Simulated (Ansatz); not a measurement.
**Notes on LaGa₃Cu**

```yaml
crystal:
  lattice:
    - [0.00000, 4.34767, 0.00000]
    - [4.34767, 0.00000, 0.00000]
    - [2.17384, 2.17384, -5.30212]
  atoms:
    - { symbol: La, position: [0.13360, 0.13360, 0.73280] }
    - { symbol: Cu, position: [0.52040, 0.52040, 0.95920] }
    - { symbol: Ga, position: [0.88270, 0.38270, 0.23460] }
    - { symbol: Ga, position: [0.38270, 0.88270, 0.23460] }
    - { symbol: Ga, position: [0.75150, 0.75150, 0.49700] }
```

Method: r2SCAN, no spin polarisation; PAW, plane waves to 500 eV, 8×8×8 Γ-centred mesh, fermi-dirac occupations (width 0.1 eV) (Ansatz 0.2.0), atoms fixed.

- Contacts: Cu–Ga at 2.45 Å: least valence density 0.36 e/Å³ and ELF 0.40 there. Ga–Ga at 2.58 Å: least valence density 0.31 e/Å³ and ELF 0.50 there. La–Cu at 3.30 Å: least valence density 0.12 e/Å³ and ELF 0.16 there. Both are smooth PAW fields, read partly inside the augmentation spheres.
- Stress: The pressure is -3.5 GPa (compression positive), so with the atoms held at these fractions the cell would first shrink; the forces are large, so a full relaxation may end otherwise.
- Charges: Bader charges in e: La +1.51, Ga -0.43 to -0.27, Cu -0.55. In the mean La gives up most and Cu takes most.
- Electronic structure: It is a metal, with about 2 states/eV a cell as the mean within 0.25 eV of the Fermi level, mostly Ga p (42 %) and La d (31 %).
- Forces: The largest is on Ga5: 0.88 eV/Å, components (0.00, 0.00, -0.88). It makes 0° with the line to a nearest neighbour, Cu2 at 2.45 Å, pointing towards it.
- Formation energy: -0.56 eV an atom against the elements' usual phases (free molecules for gases, crystals otherwise, with no correction for O₂ or N₂), so it is bound against them; other compounds may still compete. Relaxing would lower it.

Origin: a database entry at a rescaled volume. Caveats: f levels without a U or exact exchange are poorly placed.
